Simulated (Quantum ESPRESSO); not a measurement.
# Strain and stress in Ca2ZnMgO4

Calculated results; nothing here was measured. They come from pw.x of Quantum ESPRESSO 7.5, a plane-wave density functional program, with PseudoDojo standard norm-conserving files (v0.5 for PBE, v0.4.1 for LDA and PBEsol). The cells are made up: elements, strain and atom displacements were drawn at random, and nothing was relaxed. There is no spin polarisation, spin-orbit coupling or dispersion term.

The cell has 8 sites of a rocksalt lattice. Sites 1 to 4 hold Ca Ca Zn Mg; sites 5 to 8 hold O O O O. Cell vectors in Å: (4.414, -0.008, 0.019); (-0.008, 4.436, 0.054); (0.019, 0.054, 4.512). Settings: PBE, cutoff 1143 eV, 4 x 4 x 4 k mesh shifted by half a step, Fermi-Dirac smearing of 0.025 eV.

Each run adds a shear xy (given as the tensor component) to one cell, with the atoms carried along; the vectors above are those of run 3. Stress is positive in tension and P is minus a third of its trace. E is the free energy for each atom above the lowest run shown.

```
run,strain (%),s_xx (GPa),s_yy (GPa),s_zz (GPa),s_xy (GPa),P (GPa),E (meV/atom)
1,-1.65,-19.35,-20.36,-15.36,-2.87,18.36,3.57
2,-0.45,-19.32,-20.38,-15.48,-0.79,18.39,0.26
3,-0.09,-19.32,-20.39,-15.50,-0.17,18.40,0.00
5,0.62,-19.34,-20.44,-15.51,1.05,18.43,0.43
6,1.17,-19.37,-20.49,-15.50,2.00,18.45,1.67
7,2.02,-19.46,-20.62,-15.45,3.46,18.51,5.38
4,0.24,?,?,?,?,?,?
```

A rerun of one of these cells at 1437 eV and k mesh 6 x 6 x 6 moved values by no more than 0.002 eV in the cell's energy, 0.04 GPa in stress and 0.004 eV/Å in force.

## Worked fit

A parabola through the six runs shown gives s_xy = -0.02 + 1.73 e - 0.003 e² GPa, with e in per cent and a scatter of 0.01 GPa. The slope is a stiffness of 173 ± 1 GPa for each unit of this strain at e = 0, twice a shear constant under the stress shown, since the tensor component is half the shear angle. The atoms are clamped, and relaxing them would in general lower it. The error is the larger of the fit's own and the change that a cubic makes, rounded up.

## Withheld run

Question: what s_xy should run 4 give?

The fit gives 0.40 GPa. The calculation gave 0.40 GPa.

| run | strain (%) | s_xx (GPa) | s_yy (GPa) | s_zz (GPa) | s_xy (GPa) | P (GPa) | E (meV/atom) |
| --- | --- | --- | --- | --- | --- | --- | --- |
| 4 | 0.24 | -19.33 | -20.41 | -15.50 | 0.40 | 18.42 | 0.03 |